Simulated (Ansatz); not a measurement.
HfS$_{2}$ (anatase), relaxed with PBE (Ansatz, a first-principles code, plane waves, PAW): a = b = 5.043 Å, c = 11.354 Å, α = β = γ = 90.00°.

```
Quantity  Result
--------  ------
gap (eV)    0.70
```

Q: The same phase is relaxed and computed with HSE06 in the same code. What are the cell and these values now?

A: a = 5.0210 Å, b = 5.0210 Å, c = 11.4000 Å, α = 90.00°, β = 90.00°, γ = 90.00°.

- gap (eV) = 1.50

Constructed cells (a structure type filled with these elements, in neither database checked): HfS2, anatase. All cells were relaxed under the symmetry of their starts (and spin orders); stability against distortions was not tested throughout. Rows with no word on spin ran without spin polarisation. Spin–orbit coupling is left out wherever it is not named.

Potentials: the later of the program's two PAW sets.

Ansatz is a plane-wave DFT program.
